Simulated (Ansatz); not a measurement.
**In2Ag: do energies and stresses tell the same story?**

Level of theory: DFT r2SCAN, scalar-relativistic, plane waves, PAW in Ansatz.

Plane waves to 500 eV, a k mesh through Γ of 8×8×8 on the computed 6-atom cell and Gaussian smearing (0.10 eV); no spin polarisation.

Relaxed cell: I4/mcm, a = 6.853 Å, b = 6.853 Å, c = 5.735 Å, α = 90.00°, β = 90.00°, γ = 90.00°, 6 atoms in the primitive cell. Whether it is the stable form of this composition wasn't checked.

Energies at zero smearing and pressures from the stress tensor, at volumes with shape and atoms relaxed:
```tsv
V (Å³/atom)	E − E(first) (meV/atom)	P (GPa)
19.753	0.00	11.21
20.426	-39.16	7.52
21.100	-64.27	4.50
21.773	-77.82	2.02
22.446	-81.90	0.00
23.120	-78.24	-1.66
23.793	-68.37	-2.99
24.691	-47.54	-4.37
```

Check P = −dE/dV between neighbouring volumes, and get the bulk modulus from the pressures alone.

With 1 eV/Å³ = 160.2 GPa:
```tsv
middle V (Å³/atom)	−ΔE/ΔV (GPa)	mean P (GPa)
20.090	9.317	9.364
20.763	5.975	6.011
21.436	3.224	3.259
22.110	0.970	1.009
22.783	-0.871	-0.831
23.457	-2.347	-2.325
24.242	-3.718	-3.678
```

The two differ by 0.05 GPa at most. The mean of two end pressures misses the average over a step by about ΔV² P″/12, up to 0.06 GPa here; with that taken off 0.01 GPa remains. Around V = 22.446 Å³/atom, the two neighbours give B = −V ΔP/ΔV = 22.446 × 3.68 / 1.347 = 61.3 GPa, against B0 = 60.8 GPa from the Birch–Murnaghan fit of the energies.